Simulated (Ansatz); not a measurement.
Fe (bcc, W type)

```xyz
1
Lattice="-1.3935 1.3935 1.3935 1.3935 -1.3935 1.3935 1.3935 1.3935 -1.3935" Properties=species:S:1:pos:R:3 pbc="T T T"
Fe     0.0000     0.0000     0.0000
```

This relaxed cell (volume V₀) is scaled evenly in all directions, its shape held. Symmetry pins the atoms to their sites.

These are PBEsol (plane waves to 420 eV, PAW, scalar-relativistic; Ansatz, a first-principles code) values and carry that method's errors. k mesh 23×23×23 (Γ-centred), Fermi-Dirac smearing 0.05 eV. The energy includes the smearing's −TS. Stress and pressure are positive under compression. Fe was relaxed with its symmetry unable to fall. Relaxed Fe ends ferromagnetic. Other magnetic orders were not checked, so this need not be the ground state. The zero of ΔE is the relaxed starting cell.

The scan covers V/V₀ from 0.840 to 1.160 in 13 points.

Task: What is the fitted pressure derivative B₀′?

Result: 4.9.

Task: What bulk modulus B₀ follows from a third-order Birch-Murnaghan fit?

Result: 223 GPa.

(Under strain, the slope of the energy per volume gives the stress and its curvature an elastic modulus.)
